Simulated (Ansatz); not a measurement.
An Ansatz input and the part of its output that reports the observables at the nuclei.

The cell is an entry of the Crystallography Open Database (COD), relaxed with PBE at fixed cell and then changed (z stretched by 3 %, ions relaxed).

```yaml
crystal:
  lattice:
    - [-1.8921, 1.8921, 4.900019]
    - [1.8921, -1.8921, 4.900019]
    - [1.8921, 1.8921, -4.900019]
  atoms:
    - { symbol: Ti, position: [0.0, 0.0, 0.0] }
    - { symbol: Ti, position: [0.75, 0.25, 0.5] }
    - { symbol: O, position: [0.2087868538, 0.2087868538, 0.0] }
    - { symbol: O, position: [0.9587868538, 0.4587868538, 0.5] }
    - { symbol: O, position: [0.5412131462, 0.0412131462, 0.5] }
    - { symbol: O, position: [0.7912131462, 0.7912131462, 0.0] }
kpoints:
  mp_grid: { grid: [11, 11, 11] }
scf:
  occupations: { method: fermi_dirac, width: 0.02 }
hamiltonian:
  xc: pbe
  pseudopotentials: { kind: paw }
output:
  forces: true
  stress: true
  populations: true
  efg:
    quadrupole_moments_barn: { Ti: 0.247, O: -0.02558 }
    contact_densities: true
relax:
  f_tol: 0.02
  max_steps: 60
```

```sh
ansatz run input.yaml --threads 1 --pin off --max-ram 3072MiB --backend cpu --events-out ev --progress --plain --runs-dir out
```

The run relaxes the ions first, and the block belongs to the relaxed positions.

Of the output, the block on the nuclei alone is shown; the set-up, the SCF iterations, energies, forces and stress are cut.

```
--- PAW observables at the nuclei: V_zz in 10²¹ V/m², potentials from the cell's mean, atoms counted from 1 ---
  atom   1  Ti V_zz =    +1.564959   η = 0.0000   by run symmetry: allowed   C_q = +9.3466 MHz
            electrostatic potential = -2525.265474 V   contact ρ = 56792.011089 e/Å³
  atom   2  Ti V_zz =    +1.564959   η = 0.0000   by run symmetry: allowed   C_q = +9.3466 MHz
            electrostatic potential = -2525.265474 V   contact ρ = 56792.011089 e/Å³
  atom   3  O  V_zz =    +1.949644   η = 0.4442   by run symmetry: allowed   C_q = -1.2059 MHz
            electrostatic potential = -622.983899 V   contact ρ = 2157.416128 e/Å³
  atom   4  O  V_zz =    +1.949644   η = 0.4442   by run symmetry: allowed   C_q = -1.2059 MHz
            electrostatic potential = -622.983899 V   contact ρ = 2157.416128 e/Å³
  atom   5  O  V_zz =    +1.949644   η = 0.4442   by run symmetry: allowed   C_q = -1.2059 MHz
            electrostatic potential = -622.983899 V   contact ρ = 2157.416128 e/Å³
  atom   6  O  V_zz =    +1.949644   η = 0.4442   by run symmetry: allowed   C_q = -1.2059 MHz
            electrostatic potential = -622.983899 V   contact ρ = 2157.416128 e/Å³
```

The relaxation (4 steps) took 44 s of wall time (44 s of CPU time) and 0.51 GiB at its peak, on 1 thread of Arm Neoverse V1 (aarch64; 8 cores open to the job, memory cap 3.0 GiB, no GPU), a shared host with a load of 0.6 a core.
